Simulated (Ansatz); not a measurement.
SiS₂ (rutile, P4_2/mnm) under volume change, the program Ansatz at the PBE level (PAW), shape and atoms relaxed at each volume.

```tsv
V (Å³/atom)	E − E(relaxed) (meV/atom)	P (GPa)
16.524	27.0	6.26
17.069	10.7	3.49
17.614	2.5	1.45
18.158	0.0	-0.05
18.703	1.2	-0.76
19.248	4.7	-1.28
19.793	9.6	-1.57
```

What does a third-order Birch–Murnaghan fit give for V₀, B₀ and B′?

V₀ = 18.19 Å³/atom, B₀ = 36.2 GPa, B′ = 13.9.

A made-up cell: these elements were put on the sites of a structure type; neither database checked (COD, Materials Project) lists it. COD files the formula under space group No. 72, 122, so this cell is another polymorph or a model. Whether it is the stable phase at ambient conditions was not checked. The cell keeps a stress of up to 0.2 GPa. Symmetry was held in the PBE relaxation; whether a distortion lowers the energy is not shown.

Potentials: the later of the program's two PAW sets.
